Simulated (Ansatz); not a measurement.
## YbAg3 in the AuCu3-type structure

Computed with Ansatz (plane waves, PAW, 420 eV cutoff): PBEsol, scalar-relativistic, no spin polarisation, Γ-centred 8×8×8 mesh, 0.05 eV Gaussian smearing. The datasets are Ansatz's generated set soft_2.

```
Yb Ag
1.0
     4.28719    0.00000    0.00000
     0.00000    4.28719    0.00000
     0.00000    0.00000    4.28719
Yb Ag
1 3
Direct
  0.00000 0.00000 0.00000
  0.00000 0.50000 0.50000
  0.50000 0.50000 0.00000
  0.50000 0.00000 0.50000
```

The structure was built from a prototype; whether the compound forms in it isn't claimed.

The cell has space group Pm-3m (read at 0.01 Å). In it the stress is 0.04, 0.04, 0.04, 0.00, 0.00, 0.00 GPa and the largest force component 0.000 eV/Å. Each change below starts from this cell, without further relaxation. Stress is in GPa, positive in compression, in the order xx, yy, zz, yz, xz, xy; energies are counted from the cell above and are free energies with the smearing's entropy, which match forces and stress in a metal.

**Question.** One atom was moved along a Cartesian axis, and these forces appeared. Which atom, and about how far?
| atom | Fx (eV/Å) | Fy | Fz |
| --- | --- | --- | --- |
| Yb1 | 0.000 | -0.103 | 0.000 |
| Ag2 | 0.000 | 0.057 | 0.000 |
| Ag3 | 0.000 | 0.057 | 0.000 |
| Ag4 | 0.000 | -0.011 | 0.000 |

**Answer.** Atom 1 (Yb) is moved by 0.02 Å along y; the energy changes by 1.0 meV per cell.

**Question.** What stress follows from an engineering strain of -1 % in xz, atoms carried along?

**Answer.** 0.03, 0.05, 0.03, 0.00, 0.20, 0.00 GPa; the energy changes by 0.5 meV per cell.
The change of the stress over the strain gives a clamped-atom stiffness of about 20 GPa for this component.

Without a U the 4f levels of Yb lie too near the Fermi level, so their share of the states there, and what hangs on it, is overstated. For elements this heavy, spin–orbit coupling would shift levels and gaps; it isn't included here. Spin polarisation wasn't allowed in this run, so with an open shell this may not be the ground state.
